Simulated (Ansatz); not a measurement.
InP (zinc blende)

```
InP
1.0
    0.00000     2.95351     2.95351
    2.95351     0.00000     2.95351
    2.95351     2.95351     0.00000
P In
1 1
Direct
  0.75000   0.75000   0.75000
  0.00000   0.00000   0.00000
```

In this cell atom 1 (P, nearest neighbour In at 2.558 Å; its periodic images, 4.2 Å or more away, move with it) is moved by u·(0.707, 0.707, 0.000) + v·(0.000, 0.000, 1.000); the rest is frozen.

Level of theory: r2SCAN (plane waves to 500 eV, PAW, scalar-relativistic; Ansatz, a first-principles code). k mesh 8×8×8 (Γ-centred), Fermi-Dirac smearing 0.05 eV. Points where atoms come too close for the PAW data are left out (x in tables, blank in figures). Fu and Fv are the components of the force on the atom. InP was relaxed with its symmetry unable to fall.

Changes of Fv (eV/Å) from the point u = 0.000 Å, v = 0.000 Å when one coordinate moves alone (two changes are said to add if the coupling is within 5 % of the smaller one, nearly so within 20 %):

```csv
point,change
"u = 0.000 Å, v = -0.640 Å",3.655
"u = 0.000 Å, v = -0.427 Å",2.911
"u = 0.000 Å, v = -0.213 Å",1.619
"u = -0.640 Å, v = 0.000 Å",-5.632
"u = -0.427 Å, v = 0.000 Å",-2.332
"u = -0.213 Å, v = 0.000 Å",-0.559
"u = 0.213 Å, v = 0.000 Å",-0.559
"u = 0.427 Å, v = 0.000 Å",-2.332
"u = 0.640 Å, v = 0.000 Å",-5.632
"u = 0.000 Å, v = 0.213 Å",-1.619
"u = 0.000 Å, v = 0.427 Å",-2.911
"u = 0.000 Å, v = 0.640 Å",-3.655
```

Problem. What is the change at u = -0.427 Å, v = 0.213 Å, where both move, and how far is it from the sum?

Solution. The sum of the single changes is -2.332 + (-1.619) = -3.951; the calculation gives -4.875, so the coupling contributes -0.924 (over 20 % of the smaller single change, not additive).

Problem. What is the change at u = 0.213 Å, v = 0.427 Å, where both move, and how far is it from the sum?

Solution. The sum of the single changes is -0.559 + (-2.911) = -3.470; the calculation gives -3.879, so the coupling contributes -0.409 (over 20 % of the smaller single change, not additive).

Problem. What is the change at u = -0.213 Å, v = -0.640 Å, where both move, and how far is it from the sum?

Solution. The sum of the single changes is -0.559 + (3.655) = 3.096; the calculation gives 3.419, so the coupling contributes 0.323 (over 20 % of the smaller single change, not additive).

(For displaced atoms, the force is minus the slope of the energy, and its curvature is a force constant, which sets phonon frequencies.)
